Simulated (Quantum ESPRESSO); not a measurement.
# Strain and stress in Mg2ZnCaO4

Calculated results; nothing here was measured. They come from pw.x of Quantum ESPRESSO 7.5, a plane-wave density functional program, with PseudoDojo standard norm-conserving files (v0.5 for PBE, v0.4.1 for LDA and PBEsol). The cells are made up: elements, strain and atom displacements were drawn at random, and nothing was relaxed. There is no spin polarisation, spin-orbit coupling or dispersion term.

The cell has 8 sites of a rocksalt lattice. Sites 1 to 4 hold Mg Zn Mg Ca; sites 5 to 8 hold O O O O. Cell vectors in Å: (4.501, -0.003, 0.010); (-0.003, 4.500, -0.013); (0.010, -0.013, 4.461). Settings: PBE, cutoff 1143 eV, 4 x 4 x 4 k mesh shifted by half a step, Fermi-Dirac smearing of 0.025 eV.

Each run adds a shear xy (given as the tensor component) to one cell, with the atoms carried along; the vectors above are those of run 3. Stress is positive in tension and P is minus a third of its trace. E is the free energy for each atom above the lowest run shown.

```
run  strain (%)  s_xx (GPa)  s_yy (GPa)  s_zz (GPa)  s_xy (GPa)  P (GPa)  E (meV/atom)
  1       -1.89       -0.25        1.20        1.69       -3.71    -0.88          5.18
  2       -1.31       -0.23        1.25        1.62       -2.62    -0.88          2.59
  3        0.12       -0.24        1.29        1.51        0.04    -0.85          0.00
  4        0.77       -0.28        1.27        1.50        1.25    -0.83          0.60
  5        0.98       -0.30        1.25        1.50        1.64    -0.82          1.02
  7        2.45       -0.48        1.12        1.58        4.37    -0.74          7.22
  6        1.55           ?           ?           ?           ?        ?             ?
```

A rerun of one of these cells at 1437 eV and k mesh 6 x 6 x 6 moved values by no more than 0.002 eV in the cell's energy, 0.04 GPa in stress and 0.009 eV/Å in force.

## Worked fit

A parabola through the six runs shown gives s_xy = -0.18 + 1.86 e - 0.002 e² GPa, with e in per cent and a scatter of 0.01 GPa. The slope is a stiffness of 186 ± 1 GPa for each unit of this strain at e = 0, twice a shear constant under the stress shown, since the tensor component is half the shear angle. The atoms are clamped, and relaxing them would in general lower it. The error is the larger of the fit's own and the change that a cubic makes, rounded up.

## Withheld run

Question: what s_xy should run 6 give?

The fit gives 2.70 GPa. The calculation gave 2.69 GPa.

| run | strain (%) | s_xx (GPa) | s_yy (GPa) | s_zz (GPa) | s_xy (GPa) | P (GPa) | E (meV/atom) |
| --- | --- | --- | --- | --- | --- | --- | --- |
| 6 | 1.55 | -0.35 | 1.22 | 1.52 | 2.69 | -0.79 | 2.74 |